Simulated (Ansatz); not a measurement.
**W: clamped-ion strain scan**

Level of theory: Ansatz 0.2.0, DFT r2SCAN, scalar-relativistic, plane waves, PAW. The runs took a 500 eV cutoff, a Γ-centred 20×20×20 mesh and Gaussian smearing (0.15 eV). Spin–orbit coupling is left out, which can shift energies with elements as heavy as these. No spin polarisation. Energies are free energies at this smearing, counted from the undisturbed cell; pressure is positive in compression.

Reference structure (as given, not relaxed at this level; it stands at -8.8 GPa; this fcc form isn't the usual structure):

```
W
1.0
     0.00000    2.03000    2.03000
     2.03000    0.00000    2.03000
     2.03000    2.03000    0.00000
W
1
Direct
  0.00000 0.00000 0.00000
```

The cell is strained by ε times the Voigt pattern (0, 0, 1, 0, 0, 0) (xx, yy, zz, yz, xz, xy; engineering shear) with fractional coordinates fixed. The cell is metallic on the mesh throughout. At -9 GPa the given cell is far from its own equilibrium, so these figures belong to a strongly strained crystal.

```
      ε  ΔE (meV/atom)
-0.0400          -38.7
-0.0300          -29.3
-0.0200          -19.4
 0.0000            0.0
 0.0100            9.0
 0.0300           27.4
 0.0400           37.9
```

Problem. Predict the stress summed along the pattern (GPa, tension positive) at each point.

Solution.
```csv
ε,"stress summed along the pattern (GPa, tension positive)"
-0.0400,8.62
-0.0300,9.32
-0.0200,9.55
0.0000,8.84
0.0100,8.51
0.0300,9.49
0.0400,10.64
```